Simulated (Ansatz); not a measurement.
Mn3Sn in space group Cmcm (No. 63; Mn on 8g, Mn on 4c, Sn on 4c), the program Ansatz at the r²SCAN level (PAW), all energies at zero smearing, with the estimated change up to a 700 eV cutoff added, with one set of potentials and settings (totals compare only within such a set). Cell of 16 atoms (12 Mn, 4 Sn): -71003.172 eV.

```
element                            reference phase  E (eV/atom)
-------  -----------------------------------------  -----------
Mn       Cmcm, 4 atoms in the cell, spin-polarised   -3904.0010
Sn                      Fd-3m, 2 atoms in the cell   -6038.6401
```

Formation energy per atom, worked out: (-71003.172 − 12×(-3904.0010) − 4×(-6038.6401))/16 = -0.037 eV/atom (-4 kJ per mol of atoms), at 0 K, without zero-point energy or fitted corrections.

The workflow started from an entry of the Crystallography Open Database (COD); the relaxed space group is not among those it files for this formula. COD files the formula under space group No. 194. Whether it is the stable phase at ambient conditions was not checked. The r²SCAN relaxation kept the symmetry of its start, as lowered by the spin order; whether a distortion lowers the energy is not shown. Spin order of the final state: antiferromagnetic, chosen from 5 collinear starts compared on coarse meshes (ties went to the first, and starts can fall back to one state), not a proven ground state. The program gave a warning on the electronic state, which may not be the lowest. The references are the lowest solids computed at this level, not always the standard phases. The manganese reference at this level is a Cmcm phase, not α-Mn. Scalar-relativistic: spin–orbit coupling is off unless named, which matters more the heavier the elements.

Potentials: the later of the program's two PAW sets.
